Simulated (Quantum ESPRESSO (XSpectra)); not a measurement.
Quantum ESPRESSO (XSpectra) run for X-ray absorption at the O K edge of HfO2 (Fm-3m). Geometry: Materials Project entry mp-550893 (a computed structure). The cell is the entry's, not relaxed again. The ground-state test found a gap, so occupations are fixed and the excited electron is left out (charged cell on a uniform background); energies count from the highest occupied level. pw.x input:

```
&CONTROL
  calculation = 'scf'
  prefix = 'x'
  pseudo_dir = './pseudo'
  outdir = './out'
/
&SYSTEM
  ibrav = 0
  nat = 24
  ntyp = 3
  ecutwfc = 70
  input_dft = 'PZ'
  tot_charge = 1
  occupations = 'fixed'
/
&ELECTRONS
  conv_thr = 2.4e-07
  mixing_beta = 0.4
/
ATOMIC_SPECIES
Oh 15.999 O.lda-tm-gipaw-star1s.UPF
Hf 178.490 Hf.upf
O 15.999 O.lda-tm-gipaw.UPF
CELL_PARAMETERS angstrom
   0.000000000   -5.032160000   -5.032160000
   5.032160000    0.000000000   -5.032160000
   5.032160000   -5.032160000    0.000000000
ATOMIC_POSITIONS crystal
Hf     0.500000000    0.500000000    0.500000000
Hf     0.500000000    0.500000000    1.000000000
Hf     0.500000000    0.000000000    0.500000000
Hf     0.000000000    0.500000000    0.500000000
Hf     0.500000000    0.000000000    1.000000000
Hf     0.000000000    0.500000000    1.000000000
Hf     0.000000000    0.000000000    0.500000000
Hf     0.000000000    0.000000000    0.000000000
Oh     0.375000000    0.875000000    0.875000000
O      0.375000000    0.875000000    0.375000000
O      0.375000000    0.375000000    0.875000000
O      0.875000000    0.875000000    0.875000000
O      0.375000000    0.375000000    0.375000000
O      0.875000000    0.875000000    0.375000000
O      0.875000000    0.375000000    0.875000000
O      0.875000000    0.375000000    0.375000000
O      0.125000000    0.625000000    0.625000000
O      0.125000000    0.625000000    0.125000000
O      0.125000000    0.125000000    0.625000000
O      0.625000000    0.625000000    0.625000000
O      0.125000000    0.125000000    0.125000000
O      0.625000000    0.625000000    0.125000000
O      0.625000000    0.125000000    0.625000000
O      0.625000000    0.125000000    0.125000000
K_POINTS automatic
2 2 2 0 0 0
```

xspectra.x input:

```
&input_xspectra
  calculation = 'xanes_dipole'
  edge = 'K'
  prefix = 'x'
  outdir = './out'
  xonly_plot = .false.
  xiabs = 1
  xcoordcrys = .false.
  xepsilon(1) = 1.0
  xepsilon(2) = 0.0
  xepsilon(3) = 0.0
  xniter = 1500
  xcheck_conv = 50
  xerror = 0.002
  x_save_file = 'x0.sav'
/
&plot
  xnepoint = 451
  xemin = -5.0
  xemax = 40.0
  xgamma = 0.5
  terminator = .true.
  cut_occ_states = .true.
/
&pseudos
  filecore = 'core.wfc'
/
&cut_occ
  cut_desmooth = 0.1
  cut_stepl = 0.01
  cut_ierror = 1e-6
/
4 4 4 1 1 1
```

End of the pw.x output:

```

   -48.8165 -48.8158 -48.8106 -48.8106 -48.3486 -48.3485 -48.3432 -48.3432
   -17.8809 -17.7703 -17.5817 -17.5817 -17.5352 -17.5289 -17.5229 -17.5229
   -17.5087 -17.5010 -17.3920 -17.3920 -17.2056 -17.2043 -17.1047 -17.1022
   -17.0435 -17.0435 -17.0414 -17.0414 -17.0287 -17.0279 -16.9270 -16.9270
    -9.4877  -4.9406  -4.8413  -4.4935  -4.4935  -4.4134  -4.2979  -4.0185
    -3.9480  -3.8126  -3.7447  -3.7214  -3.7214  -3.6472  -3.5631  -3.4450
     4.0452   4.0452   4.1333   7.1265   7.1265   7.3209   7.3209   7.3806
     7.4178   7.4178   7.6712   7.6712   7.8189   8.1261   8.1261   8.2249
     8.4960   8.5614   8.6331   8.6423   8.6802   8.6802   8.8899   9.2989
     9.2989   9.3023   9.5386   9.5765   9.5922   9.7599   9.7858   9.9153
    10.0587  10.0587  10.2824  10.3100  10.8121  10.8121  11.2254  11.4210
    11.4210  11.7328  11.7328  11.7918  11.8074  11.8074  12.1666  12.1666

     highest occupied level (ev):    12.3447

!    total energy              =   -1435.24253887 Ry
     estimated scf accuracy    <       0.00000013 Ry

     The total energy is the sum of the following terms:
     one-electron contribution =    -216.33551576 Ry
     hartree contribution      =     223.73216202 Ry
     xc contribution           =    -339.77069021 Ry
     ewald contribution        =   -1102.86849492 Ry

     convergence has been achieved in  12 iterations

     XML data file, charge density, pseudopotentials, collected wavefunctions
```

xspectra.x output, shortened:

```
... Begin STEP 1 ...

        Radial transition matrix element(s) used in the calculation of the
        initial vector of the Lanczos basis (|tilde{phi}_abs> normalized)
        | For PAW proj. (l=1) #1: radial matrix element =   0.141535429
        | For PAW proj. (l=1) #2: radial matrix element =   0.174719217

NB: the    16 k-point are not all listed below because npool=  4
        |-------------------------------------------------------------
        ! k-point #     1:  ( 0.0884, -0.0884, -0.0884),  0.0312,   1
        |-------------------------------------------------------------
 okvan= F
        |   Norm of the initial Lanczos vector: 0.10086552E+00
        !   => CONVERGED at iter    500 with error=  0.00184299
        |-------------------------------------------------------------
        ! k-point #     2:  ( 0.2652, -0.2652,  0.0884),  0.0312,   1
        |-------------------------------------------------------------
 okvan= F
        |   Norm of the initial Lanczos vector: 0.10086552E+00
        !   => CONVERGED at iter    750 with error=  0.00134764
        |-------------------------------------------------------------
        ! k-point #     3:  ( 0.4419, -0.4419,  0.2652),  0.0312,   1
        |-------------------------------------------------------------
 okvan= F
        |   Norm of the initial Lanczos vector: 0.10086551E+00
        !   => CONVERGED at iter    700 with error=  0.00121008
        |-------------------------------------------------------------

        ...
... Begin STEP 2 ...

     The spectrum is calculated using the following parameters:
        energy-zero of the spectrum [eV]:   12.3447
        the occupied states are elimintate from the spectrum
        xemin [eV]:  -5.00
        xemax [eV]:  40.00
        xnepoint:  451
        constant broadening parameter [eV]:    0.500
        Core level energy [eV]:  -543.1
         (from electron binding energy of neutral atoms in X-ray data booklet)

     Cross-section successfully written in xanes.dat

     ... End STEP 2 ...

     xanes        :    450.68s CPU    451.96s WALL (       1 calls)

     -------------------------------------------------------------------------
                                END JOB XSpectra
     -------------------------------------------------------------------------
```

xanes.dat for the field along x, every fifth line (energy in eV, cross section):

```
   -5.000   4.6000e-04
   -4.500   4.9460e-04
   -4.000   5.3400e-04
   -3.500   5.7920e-04
   -3.000   6.3140e-04
   -2.500   6.9230e-04
   -2.000   7.6440e-04
   -1.500   8.5080e-04
   -1.000   9.5610e-04
   -0.500   1.0870e-03
    0.000   1.2540e-03
    0.500   1.4750e-03
    1.000   1.7790e-03
    1.500   2.2230e-03
    2.000   2.9240e-03
    2.500   4.1720e-03
    3.000   6.8220e-03
    3.500   1.3870e-02
    4.000   2.9280e-02
    4.500   2.6990e-02
    5.000   1.7000e-02
    5.500   1.2940e-02
    6.000   1.4480e-02
    6.500   2.2400e-02
    7.000   3.8800e-02
    7.500   5.7580e-02
    8.000   7.6500e-02
    8.500   6.3480e-02
    9.000   4.4520e-02
    9.500   3.4860e-02
   10.000   2.9270e-02
   10.500   2.5090e-02
   11.000   2.1520e-02
   11.500   1.9900e-02
   12.000   2.0820e-02
   12.500   2.8980e-02
   13.000   3.3810e-02
   13.500   2.8340e-02
   14.000   2.2070e-02
   14.500   1.8320e-02
   15.000   1.6530e-02
   15.500   2.0790e-02
   16.000   2.5810e-02
   16.500   3.0080e-02
   17.000   3.1420e-02
   17.500   2.5890e-02
   18.000   2.1700e-02
   18.500   1.9530e-02
   19.000   1.9340e-02
   19.500   1.8740e-02
   20.000   2.0760e-02
   20.500   2.2510e-02
   21.000   2.4230e-02
   21.500   2.1860e-02
   22.000   1.8440e-02
   22.500   1.6940e-02
   23.000   1.6810e-02
   23.500   1.7030e-02
   24.000   1.6970e-02
   24.500   2.0470e-02
   25.000   2.1720e-02
   25.500   2.3330e-02
   26.000   2.5580e-02
   26.500   3.0240e-02
   27.000   3.4060e-02
   27.500   3.0580e-02
   28.000   2.4560e-02
   28.500   1.9800e-02
   29.000   1.5660e-02
   29.500   1.3940e-02
   30.000   1.2940e-02
   30.500   1.1400e-02
   31.000   9.8740e-03
   31.500   1.0060e-02
   32.000   1.1990e-02
   32.500   1.3460e-02
   33.000   1.2820e-02
   33.500   1.1310e-02
   34.000   1.1270e-02
   34.500   1.1650e-02
   35.000   1.1800e-02
   35.500   1.4570e-02
   36.000   1.8960e-02
   36.500   2.2890e-02
   37.000   2.4730e-02
   37.500   2.2670e-02
   38.000   2.0010e-02
   38.500   1.7760e-02
   39.000   1.5060e-02
   39.500   1.4380e-02
   40.000   1.4770e-02
```
